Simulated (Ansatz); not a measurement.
**Band structure of Sb**

```
Sb
1.0
     3.16000    0.00000    0.00000
     0.00000    3.16000    0.00000
     0.00000    0.00000    3.16000
Sb
1
Cartesian
  0.0000 0.0000 0.0000
```

The geometry is COD entry 9013008, unchecked; take it as a test cell.

No spin–orbit coupling, which matters for the heavy atoms here.

Level of theory: DFT, PBEsol, all-electron LAPW, scalar-relativistic in Ansatz 0.2.0.

The runs use a Γ-centred 13×13×13 k mesh, Fermi–Dirac smearing of 0.05 eV, basis error target 1 meV/atom, no spin polarisation.

Points in fractions of the reciprocal vectors of this cell: Γ (0, 0, 0), X (0, 0.5, 0), M (0.5, 0.5, 0), R (0.5, 0.5, 0.5). The path joins them by straight lines in the order Γ–X–M–Γ–R–X–R–M; legs that retrace an earlier one aren't tabulated. Energies are in eV from the Fermi level.

(1) List the levels at Γ between -14 and 4.5 eV.

(2) List the levels at M between -14 and 4.5 eV.

(3) List the levels at X between -14 and 4.5 eV.

(4) What is the band gap?

Results:

(1) -12.03, 3.07 (×3).

(2) -7.47, -3.33 (×2), 2.29.

(3) -9.80, -5.26.

(4) none: with an odd electron count and no spin polarisation the bands can't all be full, a metal in this set-up (spin order or a larger cell could open a gap).
